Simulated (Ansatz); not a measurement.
InMo2C:
```xyz
8
Lattice="3.0907 0.0000 0.0000 -1.5454 2.6767 0.0000 0.0000 0.0000 13.8744" Properties=species:S:1:pos:R:3 pbc="T T T"
In     0.0000     1.7844    10.4058
In     1.5454     0.8922     3.4686
Mo     0.0000     1.7844     1.1187
Mo     1.5454     0.8922     8.0559
Mo     1.5454     0.8922    12.7556
Mo     0.0000     1.7844     5.8185
C      0.0000     0.0000     0.0000
C      0.0000     0.0000     6.9372
```

Relaxed with PBEsol. Special points in fractions of this cell's reciprocal vectors: Γ (0.000, 0.000, 0.000); M (0.500, 0.000, 0.000); K (0.333, 0.333, 0.000); A (0.000, 0.000, 0.500); L (0.500, 0.000, 0.500); H (0.333, 0.333, 0.500).

Problem. List the band energies nearest the Fermi level at these points for plane-wave PAW PBEsol (Ansatz code).

Solution. In eV from the Fermi level; about four levels below and three above (degenerate sets whole), none deeper than 8.9 eV; points with the same levels are listed once.

```tsv
k	below	above
Γ	-0.26 -0.26 -0.16 -0.16	1.07 1.07 1.09 1.09
M	-3.91 -3.37 -2.18 -2.12	0.52 0.53 0.82
K	-1.89 -1.89 -0.62 -0.23 -0.23	0.40 0.40 0.99
A	-0.21 -0.21 -0.21 -0.21	1.08 1.08 1.08 1.08
L	-3.67 -3.67 -2.14 -2.14	0.68 0.68 0.69 0.69
H	-1.42 -1.42 -0.44 -0.44	0.92 0.92 1.05 1.05
```

Space group P6_3/mmc. The start of the workflow was typed in or built on a structure type; neither database checked (COD, Materials Project) lists it. Whether it is the stable phase at ambient conditions was not checked. Symmetry was held in the PBEsol relaxation; whether a distortion lowers the energy is not shown. No spin polarisation was allowed. Scalar-relativistic: spin–orbit coupling is off unless named, which matters more the heavier the elements.

Potentials: the earlier of the program's two PAW sets. The files were generated under PBE; for other functionals the program regenerates the frozen cores, and for LDA and PBEsol the local potential too.
